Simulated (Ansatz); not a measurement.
Ansatz (an electronic-structure program) input:

Ansatz 0.2 input:
```yaml
crystal:
  lattice:
    - [-2.1243899901, 2.1243899901, 6.2288803956]
    - [2.1243899901, -2.1243899901, 6.2288803956]
    - [2.1243899901, 2.1243899901, -6.2288803956]
  atoms:
    - { symbol: Ge, position: [0.3697984279, 0.3697984279, 0.0] }
    - { symbol: Ge, position: [0.6302015721, 0.6302015721, 0.0] }
    - { symbol: Ba, position: [0.0, 0.0, 0.0] }
    - { symbol: Al, position: [0.75, 0.25, 0.5] }
    - { symbol: Al, position: [0.25, 0.75, 0.5] }
kpoints:
  mp_grid: { grid: [10, 10, 10] }
  band_path:
    path:
      - [[0.0, 0.0, 0.0], [0.0, 0.0, 0.5], [0.25, 0.25, 0.25], [0.0, 0.5, 0.0], [0.0, 0.0, 0.0], [0.5, 0.5, -0.5], [0.279079606, 0.720920394, -0.279079606]]  # Γ-X-P-N-Γ-M-S
      - [[-0.279079606, 0.279079606, 0.279079606], [0.0, 0.0, 0.0]]  # S_0-Γ
      - [[0.0, 0.0, 0.5], [-0.058159212, 0.058159212, 0.5]]  # X-R
      - [[0.5, 0.5, -0.058159212], [0.5, 0.5, -0.5]]  # G-M
    npoints: 8
basis: { xc_grid: 2 }
hamiltonian:
  xc: pbesol
  pseudopotentials: { kind: paw }
magnetization: { noncollinear: true, spin_orbit: true }
scf:
  n_extra_bands: 12
  convergence: { dr2_threshold: 0.0000000001 }
  occupations: { method: gaussian, width: 0.05 }
output: { eigenvalues: true }
```

Output (shortened):

```
basis.fft_grid_basis auto: the FFT boxes are laid along the combinations [[1, 0, 1], [0, 1, 1], [0, 0, 1]] of the cell's own vectors, 4.249, 4.249 and 6.916 Å …
Pseudopotential: Ge, paw_fr, valence charge 14
Pseudopotential: Ba, paw_fr, valence charge 10
Pseudopotential: Al, paw_fr, valence charge 3
Functional definition: PBEsol
non-collinear run that drives no moment, with spin-orbit …
Crystal: 5 atoms, lattice volume = 112.445 Å³
Basis set: ecut = 420 eV, 2141 PW (Γ), FFT grids on a1+a3, a2+a3, a3, exchange–correlation on 60×60×96 points (8 copies of the dense FFT grid, shifted against one another)
Bands: 56, of which v1, the nominal top of the filled ones, is band 44 counted from 1 (43 counted from 0)
Symmetry: 16 space group operations + 16 with time reversal
k-points: 102 of 1000
Projection manifold: j_resolved (fully-relativistic pseudo-atomic orbitals)
SCF iter   1: F=—  HF=-15426.697629 eV  |F-HF|=—  |Δ(HF+E_count)|=         —  Δρ=3.48e-2  dr2=3.33e0  dr2_m=0.00e0 (ungated)  ethr=3.10e-3  |M|=0.00e0 ∫|m|=0.00e0 μB  |m|>n=0.0e0 m-floor=0.0e0 τ_xc=0.0e0  β_m=0.30  ⟨swp⟩=8.3  Hψ=15138  notcnv=0  defer=20
preconditioner: auto → Kerker (q_TF=auto, 2.333 Å⁻¹)
spin=Noncollinear: Kerker preconditioning applied to the charge; magnetization (m_x, m_y, m_z) channels mix plain (no charge-response kernel on spin).
SCF iter   2: F=—  HF=-15426.258483 eV  |F-HF|=—  |Δ(HF+E_count)|=   4.39e-1  Δρ=2.54e-2  dr2=1.93e0  dr2_m=0.00e0 (ungated)  ethr=3.10e-3  |M|=0.00e0 ∫|m|=0.00e0 μB  |m|>n=0.0e0 m-floor=0.0e0 τ_xc=0.0e0  β_m=0.61  ⟨swp⟩=2.5  Hψ=3777  notcnv=0  defer=546
SCF iter   3: F=—  HF=-15425.781979 eV  |F-HF|=—  |Δ(HF+E_count)|=   4.77e-1  Δρ=8.03e-3  dr2=1.49e-1  dr2_m=0.00e0 (ungated)  ethr=3.10e-3  |M|=0.00e0 ∫|m|=0.00e0 μB  |m|>n=0.0e0 m-floor=0.0e0 τ_xc=0.0e0  β_m=0.57  ⟨swp⟩=3.1  Hψ=3865  notcnv=0  defer=544
SCF iter   4: F=—  HF=-15425.728796 eV  |F-HF|=—  |Δ(HF+E_count)|=   5.32e-2  Δρ=2.39e-3  dr2=9.26e-3  dr2_m=0.00e0 (ungated)  ethr=3.39e-4  |M|=0.00e0 ∫|m|=0.00e0 μB  |m|>n=0.0e0 m-floor=0.0e0 τ_xc=0.0e0  β_m=0.79  ⟨swp⟩=3.1  Hψ=5596  notcnv=0  defer=546
SCF iter   5: F=—  HF=-15425.727141 eV  |F-HF|=—  |Δ(HF+E_count)|=   1.65e-3  Δρ=5.93e-4  dr2=4.39e-4  dr2_m=0.00e0 (ungated)  ethr=2.11e-5  |M|=0.00e0 ∫|m|=0.00e0 μB  |m|>n=0.0e0 m-floor=0.0e0 τ_xc=0.0e0  β_m=0.89  ⟨swp⟩=2.1  Hψ=3592  notcnv=0  defer=538
SCF iter   6: F=—  HF=-15425.727139 eV  |F-HF|=—  |Δ(HF+E_count)|=   1.99e-6  Δρ=1.41e-4  dr2=3.08e-5  dr2_m=0.00e0 (ungated)  ethr=9.98e-7  |M|=0.00e0 ∫|m|=0.00e0 μB  |m|>n=0.0e0 m-floor=0.0e0 τ_xc=0.0e0  β_m=0.95  ⟨swp⟩=2.2  Hψ=4786  notcnv=0  defer=534
SCF iter   7: F=—  HF=-15425.727142 eV  |F-HF|=—  |Δ(HF+E_count)|=   3.06e-6  Δρ=2.98e-5  dr2=1.29e-6  dr2_m=0.00e0 (ungated)  ethr=7.00e-8  |M|=0.00e0 ∫|m|=0.00e0 μB  |m|>n=0.0e0 m-floor=0.0e0 τ_xc=0.0e0  β_m=0.97  ⟨swp⟩=2.6  Hψ=4503  notcnv=0  defer=534
SCF iter   8: F=—  HF=-15425.727177 eV  |F-HF|=—  |Δ(HF+E_count)|=   3.46e-5  Δρ=6.59e-6  dr2=5.72e-8  dr2_m=0.00e0 (ungated)  ethr=2.94e-9  |M|=0.00e0 ∫|m|=0.00e0 μB  |m|>n=0.0e0 m-floor=0.0e0 τ_xc=0.0e0  β_m=0.99  ⟨swp⟩=2.7  Hψ=4959  notcnv=0  defer=534
SCF iter  11: F=-15425.727177 eV  HF=-15425.727177 eV  |F-HF|=3.64e-12  |Δ(HF+E_count)|=  1.82e-12  Δρ=7.70e-8  dr2=9.97e-12  dr2_m=0.00e0 (ungated)  ethr=1.00e-12  |M|=0.00e0 ∫|m|=0.00e0 μB  |m|>n=0.0e0 m-floor=0.0e0 τ_xc=0.0e0  ⟨swp⟩=10.9  Hψ=10668  notcnv=0…
SCF 1 converged in 11 iterations: F = -15425.727177 eV  dr2 = 9.97e-12
NSCF: frozen V_eff on 76 k-points
SCF converged after 11 iterations
Magnetization: |M| = 0.0000 μB,  M = (+0.0000, +0.0000, +0.0000) μB
Absolute magnetization: 0.0000 μB (∫|m|)
  site 0: m = (+0.0000, +0.0000, +0.0000) μB, |m| = 0.0000 μB  (R = 1.07 Å)
  site 1: m = (+0.0000, +0.0000, +0.0000) μB, |m| = 0.0000 μB  (R = 1.07 Å)
  site 2: m = (+0.0000, +0.0000, +0.0000) μB, |m| = 0.0000 μB  (R = 1.41 Å)
  site 3: m = (+0.0000, +0.0000, +0.0000) μB, |m| = 0.0000 μB  (R = 1.07 Å)
  site 4: m = (+0.0000, +0.0000, +0.0000) μB, |m| = 0.0000 μB  (R = 1.07 Å)
Free energy (F): -15425.727177 eV
Harris-Foulkes:  -15425.727177 eV  (|F-HF|=3.64e-12)
Internal energy: -15425.724252 eV  (E = F + TS)
E sigma→0 (E₀):  -15425.725715 eV
Entropy (-TS):   -0.002925 eV (-0.585 meV/atom)
Fermi energy:    9.342011 eV
--- Per-component energies (eV) ---
  E_band       = -279.539604
  E_kinetic    = 439.761351
  E_local      = -5449.379677  (includes V_loc(G=0)·N_el)
  E_nonlocal   = 917.580072
  E_hartree    = 2403.112334
  E_xc         = -397.435775
  E_vxc        = -325.784470  (∫ρ·V_xc dr)
  E_paw        = -10011.159174  (= ΣΔE_a)
  E_vpaw       = -667.942216  (= ΣTr[D̂ρ^β])
  E_aug_tail   = 0.000634  (compensation charges beyond the density's cutoff)
  E_ewald      = -3330.236861
  E_core_change = 2.032844  (= ΣΔE_core)
  E_smearing   = -0.002925  (= −TS)
  E_closure    =  0.000000  (closes the sum)
  Σ components = -15425.727177   (vs F -15425.727177, Δ=0.00e0)
  [band-id]    e_kinetic+e_local+e_nonlocal+2·e_hartree+e_vxc+e_vpaw+e_augmentation_tail = -279.539638   (vs E_band -279.539604, Δ=-3.38e-5)
--- Band table (eV; the first three rows and the last of 102) ---
  k-point 0: bands = ["-18.5419", "-18.5419", "-15.1428", "-15.1428", "-15.1377", "-15.1377", "-15.1148", "-15.1148", "-15.1144", "-15.1144", "-14.5606", "-14.5606", "-14.5543", "-14.5543", "-14.5510", "-14.5510", "-14.5500", "-14.5500", "-14.5238", …
  k-point 1: bands = ["-18.5361", "-18.5361", "-15.1427", "-15.1427", "-15.1377", "-15.1377", "-15.1147", "-15.1147", "-15.1143", "-15.1143", "-14.5605", "-14.5605", "-14.5544", "-14.5544", "-14.5510", "-14.5510", "-14.5498", "-14.5498", "-14.5236", …
  k-point 2: bands = ["-18.5211", "-18.5211", "-15.1425", "-15.1425", "-15.1377", "-15.1377", "-15.1145", "-15.1145", "-15.1138", "-15.1138", "-14.5603", "-14.5603", "-14.5546", "-14.5546", "-14.5507", "-14.5507", "-14.5495", "-14.5495", "-14.5231", …
  k-point 101: bands = ["-18.5416", "-18.5416", "-15.1413", "-15.1413", "-15.1392", "-15.1392", "-15.1154", "-15.1154", "-15.1139", "-15.1139", "-14.5598", "-14.5598", "-14.5568", "-14.5568", "-14.5505", "-14.5505", "-14.5486", "-14.5486", "-14.5236", …
```

Cost: around 4 core-minutes (rough) on shared cores.

Space group I4/mmm. The workflow started from an entry of the Crystallography Open Database (COD), which files this formula under 2 space groups. Whether it is the stable phase at ambient conditions was not checked. Symmetry was held in the PBEsol relaxation; its stability against distortions is not shown here.

Potentials: the later of the program's two PAW sets.

Ansatz is a plane-wave DFT program.
